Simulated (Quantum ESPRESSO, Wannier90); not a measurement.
**Wannier functions of VSi₂ (P6₂22)**

Cell from Materials Project (mp-10711), symmetrised, no further relaxation. Not found in the COD (Crystallography Open Database) copy used, which has the formula in other groups; not checked further. Method: PBEsol plane waves in Quantum ESPRESSO 7.5 (PseudoDojo norm-conserving files, 68 Ry, no spin polarisation, no spin-orbit coupling), Bloch states on a 4×4×4 mesh through Γ, Wannier90 4.0.1. Density: 12×12×6 mesh, cold smearing 0.01 Ry. A non-magnetic state is assumed; magnetic ones were not tried.

On the energy scale of pw.x, whose zero is arbitrary, the Fermi level lies at 14.37 eV.

Input w.win:

```
num_bands = 3
num_wann = 3
exclude_bands = 4-85
num_iter = 1000
conv_tol = 1.0e-6
conv_window = 4
write_hr = true
write_u_matrices = true
auto_projections = true
begin unit_cell_cart
ang
    4.5347999995    0.0000000000    0.0000000000
   -2.2673999998    3.9272520007    0.0000000000
    0.0000000000    0.0000000000    6.3189000000
end unit_cell_cart
begin atoms_frac
V    0.0000000000  0.5000000000  0.1666666667
V    0.5000000000  0.0000000000  0.5000000000
V    0.5000000000  0.5000000000 -0.1666666667
Si  -0.1624950000 -0.3249900000  0.5000000000
Si   0.1624950000 -0.1624950000 -0.1666666667
Si   0.3249900000  0.1624950000  0.1666666667
Si   0.1624950000  0.3249900000  0.5000000000
Si  -0.1624950000  0.1624950000 -0.1666666667
Si  -0.3249900000 -0.1624950000  0.1666666667
end atoms_frac
mp_grid = 4 4 4
begin kpoints
0.0000000000 0.0000000000 0.0000000000
0.0000000000 0.0000000000 0.2500000000
0.0000000000 0.0000000000 0.5000000000
... (61 more lines: the 4x4x4 mesh through Gamma)
end kpoints
```

Input of pw2wannier90.x that gives the overlap and projection files (equivalent; here they were cut from one run over all bands):

```
&inputpp
  outdir = './out'
  prefix = 'pwscf'
  seedname = 'w'
  write_amn = .true.
  write_mmn = .true.
  atom_proj = .true.
  atom_proj_exclude = 2 3 4 5 6 7 8 9 10 12 13 14 15 16 17 18 19 20 22 23 24 25 26 27 28 29 30 31 32 33 34 35 36 37 38 39 40 41 42 43 44 45 46 47 48 49 50 51 52 53 54
/
```

Output w.wout (banner and timings cut):

```
                                    ------
                                    SYSTEM
                                    ------

                              Lattice Vectors (Ang)
                    a_1     4.534800   0.000000   0.000000
                    a_2    -2.267400   3.927252   0.000000
                    a_3     0.000000   0.000000   6.318900

                   Unit Cell Volume:     112.53520  (Ang^3)

                        Reciprocal-Space Vectors (Ang^-1)
                    b_1     1.385548   0.799947  -0.000000
                    b_2     0.000000   1.599894   0.000000
                    b_3     0.000000  -0.000000   0.994348

 *----------------------------------------------------------------------------*
 |   Site       Fractional Coordinate          Cartesian Coordinate (Ang)     |
 +----------------------------------------------------------------------------+
 | v    1  -0.00000   0.50000   0.16667   |   -1.13370   1.96363   1.05315    |
 | v    2   0.50000   0.00000   0.50000   |    2.26740   0.00000   3.15945    |
 | v    3   0.50000   0.50000  -0.16667   |    1.13370   1.96363  -1.05315    |
 | si   1  -0.16250  -0.32499   0.50000   |    0.00000  -1.27632   3.15945    |
 | si   2   0.16250  -0.16250  -0.16667   |    1.10532  -0.63816  -1.05315    |
 | si   3   0.32499   0.16250   0.16667   |    1.10532   0.63816   1.05315    |
 | si   4   0.16250   0.32499   0.50000   |   -0.00000   1.27632   3.15945    |
 | si   5  -0.16250   0.16250  -0.16667   |   -1.10532   0.63816  -1.05315    |
 | si   6  -0.32499  -0.16250   0.16667   |   -1.10532  -0.63816   1.05315    |
 *----------------------------------------------------------------------------*
                                ------------
                                K-POINT GRID
                                ------------

             Grid size =  4 x  4 x  4      Total points =   64

 *---------------------------------- MAIN ------------------------------------*
 |  Number of Wannier Functions               :                 3             |
 |  Number of Objective Wannier Functions     :                 3             |
 |  Number of input Bloch states              :                 3             |
 |  Output verbosity (1=low, 5=high)          :                 1             |
 |  Timing Level (1=low, 5=high)              :                 1             |
 |  Optimisation (0=memory, 3=speed)          :                 3             |
 |  Length Unit                               :               Ang             |
 |  Post-processing setup (write *.nnkp)      :                 F             |
 |  Using Gamma-only branch of algorithms     :                 F             |
 *----------------------------------------------------------------------------*
 *------------------------------- WANNIERISE ---------------------------------*
 |  Total number of iterations                :              1000             |
 |  Number of CG steps before reset           :                 5             |
 |  Trial step length for line search         :             2.000             |
 |  Convergence tolerence                     :         0.100E-05             |
 |  Convergence window                        :                 4             |
 |  Iterations between writing output         :                 1             |
 |  Iterations between backing up to disk     :               100             |
 |  Write r^2_nm to file                      :                 F             |
 |  Write xyz WF centres to file              :                 F             |
 |  Write on-site energies <0n|H|0n> to file  :                 F             |
 |  Use guiding centre to control phases      :                 F             |
 |  Use phases for initial projections        :                 F             |
 *----------------------------------------------------------------------------*
 *-------------------------------- PLOTTING ----------------------------------*
 |  Plotting Hamiltonian in WF basis          :                 T             |
 *----------------------------------------------------------------------------*

       ... (k-mesh section left out)

 Starting a new Wannier90 calculation ...

 Reading overlaps from w.mmn

 Reading projections from w.amn

 *------------------------------- WANNIERISE ---------------------------------*
 +--------------------------------------------------------------------+<-- CONV
 | Iter  Delta Spread     RMS Gradient      Spread (Ang^2)            |<-- CONV
 +--------------------------------------------------------------------+<-- CONV

 ------------------------------------------------------------------------------
 Initial State
  WF centre and spread    1  ( -1.133700,  1.963626,  1.053149 )     0.28975176
  WF centre and spread    2  (  2.267400,  0.000000,  3.159450 )     0.28975182
  WF centre and spread    3  (  1.133700,  1.963626, -1.053149 )     0.28975176
  Sum of centres and spreads (  2.267400,  3.927252,  3.159450 )     0.86925533

      0     0.869E+00     0.0000000000        0.8692553347  <-- CONV
        O_D=      0.0000000 O_OD=      0.0000001 O_TOT=      0.8692553 <-- SPRD
 ------------------------------------------------------------------------------
      1     0.000E+00     0.0000000421        0.8692553347  <-- CONV
        O_D=      0.0000000 O_OD=      0.0000001 O_TOT=      0.8692553 <-- SPRD
      2    -0.111E-15     0.0000000406        0.8692553347  <-- CONV
        O_D=      0.0000000 O_OD=      0.0000001 O_TOT=      0.8692553 <-- SPRD
      3     0.000E+00     0.0000000379        0.8692553347  <-- CONV
        O_D=      0.0000000 O_OD=      0.0000001 O_TOT=      0.8692553 <-- SPRD
      4    -0.111E-15     0.0000000342        0.8692553347  <-- CONV
        O_D=      0.0000000 O_OD=      0.0000001 O_TOT=      0.8692553 <-- SPRD
             <<<     Delta < 1.000E-06  over  4 iterations     >>>
             <<< Wannierisation convergence criteria satisfied >>>
 Final State
  WF centre and spread    1  ( -1.133700,  1.963626,  1.053149 )     0.28975176
  WF centre and spread    2  (  2.267400,  0.000000,  3.159450 )     0.28975182
  WF centre and spread    3  (  1.133700,  1.963626, -1.053149 )     0.28975176
  Sum of centres and spreads (  2.267400,  3.927252,  3.159450 )     0.86925533

         Spreads (Ang^2)       Omega I      =     0.869255278
        ================       Omega D      =     0.000000000
                               Omega OD     =     0.000000056
    Final Spread (Ang^2)       Omega Total  =     0.869255335
```
